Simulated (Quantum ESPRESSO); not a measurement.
## Kohn-Sham bands of Sr₂CuBrO₂ (R-3m)

```xyz
6
Lattice="-2.0238 3.5053 0.0000 -4.0476 0.0000 0.0000 -2.0238 1.1684 9.4434" Properties=species:S:1:pos:R:3 pbc="T T T"
Sr     2.0238    -1.1684    -2.2804
Sr    -2.0238     1.1684     2.2804
Cu    -4.0476     2.3369     4.7217
Br     0.0000     0.0000     0.0000
O      2.0238    -1.1684     2.9233
O     -2.0238     1.1684    -2.9233
```

Materials Project entry mp-552537; symmetrised, unrelaxed at this level. COD (Crystallography Open Database) has an entry of this formula and space group (matched by these alone). Method: PBEsol plane waves in Quantum ESPRESSO 7.5 (PseudoDojo norm-conserving files, 74 Ry, spinors with spin-orbit coupling), Bloch states on a 4×4×4 mesh through Γ, Wannier90 4.0.1. Density: 10×10×10 mesh, Gaussian smearing 0.01 Ry. A non-magnetic state is assumed, with no Hubbard U; filled 3d bands tend to lie too high at this level.

Energies are relative to the valence-band maximum; weights are on the orthonormalised atomic waves of the pseudopotential files, averaged over the group. 58 electrons a cell are treated as valence.

```
bands  from (eV)  to (eV)  filling  weight on atomic waves
-----  ---------  -------  -------  ----------------------
1–2      -110.94  -110.94   filled              (withheld)
3–4       -70.25   -70.25   filled              (withheld)
5–6       -67.75   -67.75   filled              (withheld)
7–8       -67.52   -67.52   filled              (withheld)
9–12      -33.64   -33.60   filled              (withheld)
13–16     -17.92   -17.01   filled              (withheld)
17–20     -16.63   -15.96   filled              (withheld)
21–30     -15.68   -14.28   filled              (withheld)
31–54      -4.78    -0.65   filled              (withheld)
55–58      -0.33     0.00   filled              (withheld)
```

### Question
Which atomic shells make up each group?

### Answer

- 1–2, weight on atomic waves: Cu 3s 99 %
- 3–4, weight on atomic waves: Cu 3p 100 %
- 5–6, weight on atomic waves: Cu 3p 100 %
- 7–8, weight on atomic waves: Cu 3p 100 %
- 9–12, weight on atomic waves: Sr 4s 98 %
- 13–16, weight on atomic waves: O 2s 58 %, Sr 4p 34 %
- 17–20, weight on atomic waves: Sr 4p 86 %, O 2s 9 %
- 21–30, weight on atomic waves: Sr 4p 70 %, Br 4s 18 %, O 2s 9 %
- 31–54, weight on atomic waves: O 2p 38 %, Cu 3d 30 %, Br 4p 24 %
- 55–58, weight on atomic waves: Cu 3d 61 %, O 2p 34 %

The Kohn-Sham gap over both meshes and the path is 2.22 eV.
